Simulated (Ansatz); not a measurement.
**Ge: frozen-core PAW against all-electron methods**

```
CELL_PARAMETERS angstrom
0.08486 2.87120 2.87120
2.87120 0.08486 2.87120
2.87120 2.87120 0.08486
ATOMIC_POSITIONS crystal
Ge 0.50000 0.50000 0.50000
Ge 0.75000 0.75000 0.75000
```

Atoms are numbered in the order listed.

The conventional cell has a = 3.940 Å, b = 3.940 Å, c = 10.093 Å, α = 90.00°, β = 90.00°, γ = 120.00°. Ge (atom 1) is surrounded by 4 Ge at 2.43 to 2.52 Å.

The structure is an experimental refinement, used without relaxation. The listed cell was then made from it by scaling, straining or moving an atom.

Levels of theory: DFT, LDA, PAW with Ansatz's default frozen-core files, scalar-relativistic (Ansatz 0.2.0); DFT, LDA, all-electron PAW with datasets made for the crystal, scalar-relativistic (Ansatz 0.2.0); DFT, LDA, all-electron LAPW, scalar-relativistic (Ansatz 0.2.0).

For PAW: a Γ-centred 10×10×10 k mesh, Fermi–Dirac smearing of 0.05 eV, cutoff 420 eV, no spin polarisation; the PAW files were made with PBE, and the program remakes their frozen cores for this functional. The crystal-made all-electron datasets (AE datasets) take a cutoff of 160 eV at this cell. LAPW targets a basis error of 0.25 meV/atom. The Ansatz runs share mesh, smearing and spin set-up. Plane-wave (PAW) pressures include the program's estimate of the Pulay term.

Stress and pressure are positive in compression.

The change that made this cell: equal xy, yz and zx engineering shear strains of +3 %.

In a metal, gradients converge slowly with the k mesh: the values move by tens of per cent from one mesh to another, at times in sign, so only the comparison on one mesh counts.

| quantity | PAW | AE datasets | LAPW |
| --- | --- | --- | --- |
| pressure (GPa) | -0.98 | -0.96 | -0.96 |
| stress yz (GPa) | -2.24 | -2.24 | -2.24 |
| stress xz (GPa) | -2.24 | -2.24 | -2.24 |
| stress xy (GPa) | -2.24 | -2.24 | -2.24 |
| force on Ge1, x (eV/Å) | 0.202 | 0.203 | 0.202 |
| field gradient Vzz at Ge1 (10²¹ V/m²) | 2.85 | 2.84 | – |
